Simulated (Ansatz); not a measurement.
This cell of Co (hcp, Mg type) is off equilibrium:

```xyz
2
Lattice="2.4974 0.0000 0.0000 -1.2487 2.1628 0.0000 0.0000 0.0000 4.0332" Properties=species:S:1:pos:R:3 pbc="T T T"
Co     0.0000     1.4419     3.0249
Co     1.2487     0.7209     1.0083
```

Level of theory: PBEsol (plane waves to 420 eV, PAW, scalar-relativistic; Ansatz, a quantum-chemistry and plane-wave program). k mesh 22×22×12 (Γ-centred), Fermi-Dirac smearing 0.05 eV. E stands for the smeared free energy. Compression counts positive. Co was relaxed with its symmetry unable to fall. Relaxed Co ends ferromagnetic. The PAW data are Ansatz's earlier set. Other magnetic orders were not checked, so this need not be the ground state.

Question: What is the stress tensor (GPa)?

Answer: 
```
  -10.8      0.0      0.0
    0.0    -10.8      0.0
    0.0      0.0    -10.6
```
The pressure, a third of the trace, is -10.7 GPa.

Question: It is the relaxed cell scaled evenly to V/V₀ = 1.050, atoms relaxed where free. What is its energy relative to the relaxed cell?

Answer: 18 meV/atom.

(Under strain, the slope of the energy per volume gives the stress and its curvature an elastic modulus.)
